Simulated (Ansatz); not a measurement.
CdAu:
```xyz
4
Lattice="4.8322 0.0000 0.0000 0.0000 3.1626 0.0000 0.0000 0.0000 4.9175" Properties=species:S:1:pos:R:3 pbc="T T T"
Cd     1.2080     0.0000     1.4551
Cd     3.6241     0.0000     3.4624
Au     1.2080     1.5813     3.9361
Au     3.6241     1.5813     0.9814
```

Relaxed with r²SCAN.

Q: Give the Bader charges and basin volumes of the independent atoms, the program Ansatz at the r²SCAN level (PAW).

A: 

```
atom  Bader charge (e)  Bader volume (Å³)
----  ----------------  -----------------
Cd1              +0.55               16.2
Au3              -0.55               21.4
```

Space group Pmma. The workflow started from an entry of the Crystallography Open Database (COD), which files this formula under 4 space groups. Whether it is the stable phase at ambient conditions was not checked. The cell was relaxed with r²SCAN under the symmetry of its start; whether a distortion lowers the energy is not shown. Scalar-relativistic: spin–orbit coupling is off unless named, which matters more the heavier the elements.

Potentials: the later of the program's two PAW sets.
